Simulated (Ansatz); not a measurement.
This cell of SiO$_{2}$ (rutile) is off equilibrium:

```yaml
crystal:
  lattice:
    - [8.47176, 0.00000, 0.00000]
    - [0.00000, 4.23588, 0.00000]
    - [0.00000, 0.00000, 2.68991]
  atoms:
    - { symbol: Si, position: [0.25000, 0.50000, 0.49038] }
    - { symbol: Si, position: [0.75000, 0.50000, 0.50962] }
    - { symbol: Si, position: [0.00000, 0.00000, 0.98652] }
    - { symbol: Si, position: [0.50000, 0.00000, 0.01348] }
    - { symbol: O, position: [0.40349, 0.80699, 0.51990] }
    - { symbol: O, position: [0.90349, 0.80699, 0.48010] }
    - { symbol: O, position: [0.15349, 0.69301, 0.03346] }
    - { symbol: O, position: [0.65349, 0.69301, 0.96654] }
    - { symbol: O, position: [0.34651, 0.30699, 0.97032] }
    - { symbol: O, position: [0.84651, 0.30699, 0.02968] }
    - { symbol: O, position: [0.09651, 0.19301, 0.52519] }
    - { symbol: O, position: [0.59651, 0.19301, 0.47481] }
```

The numbers are results of PBE (plane waves to 420 eV, PAW, scalar-relativistic; Ansatz, a first-principles code), not measurements. k mesh 4×8×12 (Γ-centred), Fermi-Dirac smearing 0.05 eV. Stress and pressure are positive under compression. SiO2 was relaxed with its symmetry unable to fall. The PAW data are Ansatz's earlier set.

**Question.** What forces act on the atoms (eV/Å, Cartesian)?

**Answer.** 
| atom | Fx | Fy | Fz |
|---|---|---|---|
| Si1 | 0.223 | -0.210 | 0.875 |
| Si2 | 0.223 | -0.210 | -0.875 |
| Si3 | -0.221 | -0.209 | 1.215 |
| Si4 | -0.221 | -0.209 | -1.215 |
| O5 | -0.034 | 0.003 | -1.004 |
| O6 | -0.034 | 0.003 | 1.004 |
| O7 | -0.236 | 0.268 | -1.712 |
| O8 | -0.236 | 0.268 | 1.712 |
| O9 | 0.101 | -0.058 | 1.504 |
| O10 | 0.101 | -0.058 | -1.504 |
| O11 | 0.167 | 0.206 | -1.288 |
| O12 | 0.167 | 0.206 | 1.288 |

**Question.** Give the stress tensor in GPa and the pressure.

**Answer.** 
```
   2.28    -0.26     0.00
  -0.26     2.04     0.00
   0.00     0.00     1.61
```
The pressure, a third of the trace, is 1.97 GPa.

(For displaced atoms, the force is minus the slope of the energy, and its curvature is a force constant, which sets phonon frequencies.)
